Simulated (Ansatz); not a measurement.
In2Si2O7 (space group C2/m)

```
In2Si2O7
1.0
    3.28273    -4.27851     0.00000
    3.28273     4.27851     0.00000
   -1.01619     0.00000     4.57490
In Si O
2 2 7
Cartesian
  3.28273   1.65109   0.00000
  3.28273  -1.65109   0.00000
  1.04571   0.00000   1.87847
  4.50356   0.00000   2.69643
  4.21917  -1.34664   3.57212
  1.33010   1.34664   1.00278
  1.33010  -1.34664   1.00278
  4.21917   1.34664   3.57212
 -0.50810   0.00000   2.28745
  3.69875   0.00000   1.28874
  1.85052   0.00000   3.28616
```

The atoms are displaced by Q × the pattern below (from a DFPT mode at Γ, largest move 1; Q in Å), at fixed cell.

```
atom       x       y       z
----  ------  ------  ------
In1    0.000  -0.228   0.000
In2    0.000   0.228   0.000
Si3    0.000   0.000   0.305
Si4    0.000   0.000  -0.305
O5    -0.206  -0.429  -0.879
O6     0.206   0.429   0.879
O7     0.206  -0.429   0.879
O8    -0.206   0.429  -0.879
O10    0.426   0.000  -0.483
O11   -0.426   0.000   0.483
```

Atoms not listed stay in place.

Method: LDA (plane waves to 420 eV, PAW, scalar-relativistic; Ansatz, a quantum-chemistry and plane-wave program). k mesh 5×5×6 (Γ-centred), Fermi-Dirac smearing 0.05 eV. The energy includes the smearing's −TS. Stress and pressure are positive under compression. In2Si2O7 was relaxed with its symmetry unable to fall. The zero of ΔE is the undisplaced structure.

| Q (Å) | −dE/dQ from forces (eV/Å) | ΔE (eV/cell) | P (GPa) |
|---|---|---|---|
| -0.180 | 5.854 | … | 1.99 |
| -0.150 | 4.869 | 0.365 | 1.60 |
| -0.120 | 3.891 | 0.234 | 1.23 |
| -0.090 | 2.918 | 0.131 | 0.89 |
| -0.060 | 1.947 | 0.058 | 0.57 |
| -0.030 | 0.975 | 0.015 | 0.27 |
| 0.000 | 0.000 | 0.000 | 0.00 |
| 0.030 | -0.984 | 0.015 | -0.24 |
| 0.060 | -1.978 | 0.059 | -0.45 |
| 0.090 | -2.986 | … | -0.63 |
| 0.120 | -4.013 | 0.238 | -0.76 |
| 0.150 | -5.061 | 0.375 | -0.85 |
| 0.180 | -6.135 | 0.542 | -0.90 |

Task: Some entries are withheld; supply them.

Result: 
- -0.180, ΔE (eV/cell): 0.526
- 0.090, ΔE (eV/cell): 0.134

(A displaced cell: forces are minus the slopes of the energy, force constants its curvatures, and phonons follow from these.)
